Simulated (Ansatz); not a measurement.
Two states of SrNiO2

```xyz
8
Lattice="1.8190 8.3112 0.0000 1.8190 -8.3112 0.0000 0.0000 0.0000 -3.9773" Properties=species:S:1:pos:R:3 pbc="T T T"
Sr    1.8190   -2.8092   -2.9830
Sr    1.8190    2.8092   -0.9943
Ni    1.8190   -7.2972   -2.9830
Ni    1.8190    7.2972   -0.9943
O     1.8190    7.3969   -2.9830
O     1.8190   -7.3969   -0.9943
O     1.8190   -5.3025   -2.9830
O     1.8190    5.3025   -0.9943
```

Level: r2SCAN, with U_eff = 3.44 eV on Ni d (all-electron-ortho-atomic projectors); 500 eV; 5×5×5 (shifted by 0, 0, 0.5 steps) mesh; fermi-dirac occupations (width 0.1 eV); Ansatz 0.2.0, fixed geometry.

State A: Ni3 up, Ni4 up (collinear spin). State B: Ni3 up, Ni4 down (collinear spin).

Q: Compare the two self-consistent states.

A: State A is lower by 2.7 meV an atom at zero smearing.

```tsv
state	free energy (meV/atom)	largest moment in a small sphere (μB)	net moment (μB/cell)	gap on mesh (eV)	pressure (GPa)	largest force (eV/Å)
A	0.0	1.66	4.00	1.77	-2.6	0.52
B	2.7	1.66	0.00	1.76	-2.5	0.52
```

Origin: a database entry at a rescaled volume. Caveats: gaps of Fe, Co and Ni magnets come out low on these datasets; an odd or shifted mesh can miss the band edges, so this level's true gap may be smaller.
